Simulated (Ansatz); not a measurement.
Below is a relaxed structure of Zr3TiC4. The cell was found from a structure generator's guess, not taken from experiment.

Level of theory: Ansatz 0.2.0, DFT PBE, scalar-relativistic, plane waves, PAW. Cutoff 420 eV, Γ-centred mesh, Gaussian smearing, no spin polarisation.

```yaml
crystal:
  lattice:
    - [3.27142, 0.00000, 0.00000]
    - [0.00000, 4.63349, 0.00000]
    - [0.00000, 0.00000, 6.53797]
  atoms:
    - { symbol: Zr, position: [0.00000, 0.00000, 0.74584] }
    - { symbol: Zr, position: [0.00000, 0.00000, 0.25416] }
    - { symbol: Zr, position: [0.50000, 0.50000, 0.00000] }
    - { symbol: Ti, position: [0.50000, 0.50000, 0.50000] }
    - { symbol: C, position: [0.00000, 0.50000, 0.26109] }
    - { symbol: C, position: [0.00000, 0.50000, 0.73891] }
    - { symbol: C, position: [0.50000, 0.00000, 0.00000] }
    - { symbol: C, position: [0.50000, 0.00000, 0.50000] }
```

The zero of energy is the elements' standard structures at the same level; no fitted shifts are applied.

**Question.** Find its symmetry and describe it.

**Answer.** Pmmm (No. 47), with Zr and Ti ordered on rock salt sites. Conventional cell: a = 3.271 Å, b = 4.633 Å, c = 6.538 Å. Around Zr on a site of symmetry mm2 lie 6 C at 2.29–2.33 Å, 8 Zr at 3.21–3.32 Å and 4 Ti at 3.26 Å; Zr on a site of symmetry mmm is surrounded by 6 C at 2.32–2.36 Å, 2 Ti at 3.27 Å and 10 Zr at 3.27–3.29 Å; around Ti lie 6 C at 2.26–2.32 Å, 10 Zr at 3.26–3.27 Å and 2 Ti at 3.27 Å; C on a site of symmetry mm2 has 2 Ti at 2.26 Å and 4 Zr at 2.32–2.36 Å; 2 more sites not described.

**Question.** How far does it lie from the elements in energy?

**Answer.** −0.80 eV/atom. It lies below the elements, which doesn't yet make it stable against other compounds or structures.

**Question.** Is it a metal?

**Answer.** Yes, bands cross the Fermi level on the 12×8×6 mesh.

The last run used a 12×8×6 mesh (in the run's order of axes) for its 8-atom cell and Gaussian smearing of 0.10 eV. The reference form of C is held partly by dispersion forces, which this level lacks. A later test with randomly moved atoms came back to the same energy, though modes that don't fit the test's cell weren't probed.
